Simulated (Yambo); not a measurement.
A G0W0@PBEsol run in Yambo for a free-standing PtS2 monolayer (symmetry P-3m1, slab cell 15.5 Å high) (6×6×1 Γ-centred k mesh, bands 5 to 155 and a 8 Ry block in the screening, 155 bands in G with the Bruneval-Gonze terminator, plasmon pole fitted at 27.2 eV, slab-truncated Coulomb interaction, stochastic integration of W near q = 0) gives these matrix elements, in eV, at the band edges ((0.167, 0.167) → (0, 0.167)):

| state | E0 | <Vxc> | <Σx> | <Σc(E0)> | Z |
|---|---|---|---|---|---|
| valence edge | 0.000 | -14.931 | -17.597 | 1.838 | 0.742 |
| conduction edge | 2.063 | -15.959 | -12.603 | -2.508 | 0.751 |

Problem. Solve the linearised quasiparticle equation for both states, give the gap, and say how exchange and correlation each act on it.

Solution. E = E0 + Z(Σx + Σc − Vxc). Valence: 0.000 + 0.742 × (-17.597 + (1.838) − (-14.931)) = -0.61 eV. Conduction: 2.063 + 0.751 × (-12.603 + (-2.508) − (-15.959)) = 2.70 eV. The gap is 3.31 eV, against 2.06 eV in PBEsol. Replacing Vxc by bare exchange alone would open it by 6.02 eV; correlation takes back 4.35 eV of that, and Z scales what is left. Nearest settings tried, and what they do to the gap: 99 bands in G: +4 meV; 99 bands in W, 99 bands in G: +8 meV; 3 Ry block (107 vectors against 405): -128 meV. Not varied: mesh, cell height. So the settings aren't converged at that level. Among the k points computed, the smallest G0W0 gap is 3.25 eV, (0, 0.167) → (0, 0.167). The mesh misses a band edge: along a dense path the PBEsol gap is 1.78 eV against 2.06 eV on the mesh. Without spin-orbit coupling, band edges of such heavy elements can be off by tenths of an eV.

Geometry relaxed with PBEsol; primitive cell a = 3.5345 Å, b = 3.5345 Å, c = 15.5000 Å, α = 90.00°, β = 90.00°, γ = 120.00°.
